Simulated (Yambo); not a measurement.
SrCd2P2 (space group P-3m1, No. 164), G0W0@LDA in Yambo (3×3×2 mesh, plasmon pole; 8 Ry block, no terminator). The number N of bands in W and G is varied.

```csv
N,x = 1/N,gap Γ → Γ (eV),shift of the valence edge (eV)
90,0.01111,1.290,-0.041
130,0.00769,1.266,-0.243
180,0.00556,1.272,-0.387
230,0.00435,?,?
```

Question: Basis-set arguments suggest E = E∞ + A x. Fix A and E∞ from the two rows above the withheld one, predict the row at 230 bands, and test the form.

Answer: Gap: A = (1.272 − (1.266))/(0.00556 − 0.00769) = -2.82, E∞ = 1.288 eV, so 1.275 eV is predicted; the run gave 1.287 eV (miss 12 meV). The first two rows have slope 7.02, so the form doesn't hold yet over the whole range. Shift: A = (-0.387 − (-0.243))/(0.00556 − 0.00769) = 67.6, E∞ = -0.763 eV, so -0.469 eV is predicted; the run gave -0.478 eV (miss 9 meV). The first two rows have slope 59.1, within 15 % of that. The other settings are held fixed.

Spin-orbit coupling is not included.

Geometry of the Materials Project entry, not relaxed at this level; primitive cell a = 4.360 Å, b = 4.360 Å, c = 7.312 Å, α = 90.00°, β = 90.00°, γ = 120.00°.

The structure is a Materials Project entry; no match was found in the copy of COD used, and its stability was not checked.

A shift is the quasiparticle energy of the state minus its LDA energy.
